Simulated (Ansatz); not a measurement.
# HfO$_{2}$ (Fm-3m), an elastic constant from a strain scan

Method: DFT r2SCAN, scalar-relativistic, plane waves, PAW in Ansatz 0.2.0. The runs took a 500 eV cutoff, a Γ-centred 8×8×8 mesh and Gaussian smearing (0.05 eV). Spin–orbit coupling is left out, which can shift energies with elements as heavy as these. No spin polarisation. Energies are free energies at this smearing, counted from the undisturbed cell; pressure is positive in compression.

The starting cell (relaxed at this level; this fluorite-type form isn't the usual structure):

```
Hf O
1.0
     0.00000    2.52916    2.52916
     2.52916    0.00000    2.52916
     2.52916    2.52916    0.00000
Hf O
1 2
Direct
  0.00000 0.00000 0.00000
  0.25000 0.25000 0.25000
  0.75000 0.75000 0.75000
```

The cell is strained by ε times the Voigt pattern (1, 0, 0, 0, 0, 0) (xx, yy, zz, yz, xz, xy; engineering shear) with fractional coordinates fixed. The cell holds 3 atoms in V0 = 32.36 Å³. The stress column is τ = (1/V0) dE/dε, got from the stress tensor σ (compression positive) at each point as −det(1 + εP) σ : P(1 + εP)⁻¹, with P the pattern as a tensor.

| ε | ΔE (meV/atom) | τ (GPa) |
| --- | --- | --- |
| -0.0600 | 79.558 | -41.261 |
| -0.0450 | 43.725 | -29.856 |
| -0.0300 | 19.004 | -19.229 |
| -0.0150 | 4.654 | -9.307 |
| 0.0000 | 0.000 | -0.023 |
| 0.0150 | 4.411 | 8.684 |
| 0.0300 | 17.356 | 16.860 |
| 0.0450 | 38.298 | 24.551 |
| 0.0525 | 51.625 | 28.228 |
| 0.0600 | ? | ? |

Question: Which combination of elastic constants does this scan measure, and how large is it?

Answer: For small ε, τ = τ0 + Kε with K = pᵀCp, which for this pattern is C11 in the cubic axes. The parabola through τ at ε = -0.0150, 0 and 0.0150 has slope K = 600 GPa at zero. The energies per cell, E = NΔE, of the same two points give K = 2[E(ε₊)/ε₊ − E(ε₋)/ε₋]/[(ε₊ − ε₋)V0] = 598 GPa, in agreement.

Question: Predict the withheld row at ε = 0.0600 from the harmonic law, and compare.

Answer: ΔE = V0(τ0 ε + Kε²/2)/N = 72.573 meV/atom and τ = 35.96 GPa. The calculation gives 66.783 meV/atom and 31.80 GPa: the energy lies 8 % below the harmonic value, as bonds soften when stretched.